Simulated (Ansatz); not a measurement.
Problem. In (body-centred tetragonal, I4/mmm) is relaxed with DFT-r²SCAN+D4 in the program Ansatz with PAW potentials. What lattice parameters of the conventional cell result?

Solution. a = 3.387 Å, c = 4.512 Å.

Its axis ratio c/a = 1.33 departs by over 6 % from that of the usual cell of this phase: another minimum, or an error of the functional. Symmetry was held in the r²SCAN+D4 relaxation; its stability against distortions is not shown here. The pairwise dispersion correction was not fitted to metals. Axis ratios of metals converge slowly with the k-mesh, so a and c are less sure than the volume.

Potentials: the later of the program's two PAW sets.
